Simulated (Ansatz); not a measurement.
Input:

CaAlHO2:
Space group P4/mmm (No. 123); a = b = 3.727 Å, c = 3.448 Å, α = β = γ = 90.00°

```
atom  site  symmetry       x       y       z
----  ----  --------  ------  ------  ------
Ca      1d     4/mmm  0.5000  0.5000  0.5000
Al      1a     4/mmm  0.0000  0.0000  0.0000
O       2f      mmm.  0.0000  0.5000  0.0000
H       1b     4/mmm  0.0000  0.0000  0.5000
```

This is the PBEsol-relaxed structure.

### Question
All from plane-wave PAW PBEsol (Ansatz code), unless another level is named. Give the static dielectric constant ε0 (ions relaxed, cell fixed).

### Answer
20.8 (xx = yy), 30.6 (zz).

### Question
Give the electronic dielectric constant ε∞ (DFPT).

### Answer
3.99 (xx = yy), 4.36 (zz).

### Question
Predict the Born charges (a third of the trace).

### Answer
Ca +2.60, Al +2.83, O -2.30, H -0.83 e.

The start of the workflow was typed in or built on a structure type; neither database checked (COD, Materials Project) lists it. Whether it is the stable phase at ambient conditions was not checked. The PBEsol relaxation kept the symmetry of its start. At this level the phase is dynamically unstable (imaginary phonons).

Potentials: the earlier of the program's two PAW sets. The files were generated under PBE; for other functionals the program regenerates the frozen cores, and for LDA and PBEsol the local potential too.
